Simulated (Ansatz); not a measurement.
## K: enthalpies of structure types against pressure

All-electron LAPW in Ansatz 0.2.0 under PBEsol, scalar-relativistic, energies extrapolated to zero smearing. Each structure type was compressed from its own relaxed volume, symmetry kept and shape relaxed on PAW files, and E(V) was fitted to energies and pressures; H = E + pV has no temperature or zero-point term. Only these types were tried: sc (Pm-3m, 9×9×9 mesh, 77.03 Å³/atom at rest); bcc (Im-3m, 12×12×12 mesh, 71.32 Å³/atom at rest); fcc (Fm-3m, 11×11×11 mesh, 71.32 Å³/atom at rest); hcp (P6_3/mmc, 10×10×5 mesh, 71.32 Å³/atom at rest). Spin polarisation is left out. Spin–orbit coupling is left out; Fermi–Dirac smearing is 0.05 to 0.1 eV. Enthalpies carry a few meV/atom of noise from meshes and fits.

Enthalpies against hcp:

```
p (GPa)  sc (meV/atom)  bcc (meV/atom)  fcc (meV/atom)  hcp (meV/atom)
      0            109               1               0               0
   0.26            116               1               0               0
    0.7            124               0               0               0
    1.3            131               0               0               0
    2.6            140              -1              -1               0
    4.4            146              -2              -2               0
    6.6            146              -2              -5               0
    8.4            140              -2              -8               0
```

(1) What sequence of phases does this give?

Results:

(1) The lowest types lie within 5 meV/atom of each other over much of the range, too close to call on these meshes: bcc and fcc and hcp compete.
